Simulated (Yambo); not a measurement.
```
GaAlN2
1.0
    3.09583     0.00000     0.00000
    0.00000     3.09583     0.00000
    0.00000     0.00000     4.35753
N Al Ga
2 1 1
Direct
  0.50000   0.00000   0.73955
  0.00000   0.50000   0.26045
  0.50000   0.50000   0.50000
  0.00000   0.00000   0.00000
```

Response from Yambo on PBEsol (Quantum ESPRESSO, PseudoDojo norm-conserving, 84 Ry, without SOC) bands: 10×10×8 mesh, 37 bands, 4 Ry local-field block, 0.2 eV broadening.

Task: Give the static electronic dielectric constant without and with local fields along each axis.

Result: 
| field along | ε(0), independent particles | ε(0), RPA with local fields | refractive index √ε |
|---|---|---|---|
| x | 5.25 | 4.99 | 2.23 |
| z | 5.27 | 4.97 | 2.23 |
Electronic (clamped-ion) response only. PBEsol gaps are usually too small, which raises these values. Convergence of the RPA response with its 10×10×8 mesh was not tested. x, y and z are Cartesian axes of the cell as given.

Geometry strained from the cell relaxed with PBEsol, atoms relaxed again.

The structure is a Materials Project entry; no match was found in the copy of COD used, and its stability was not checked.
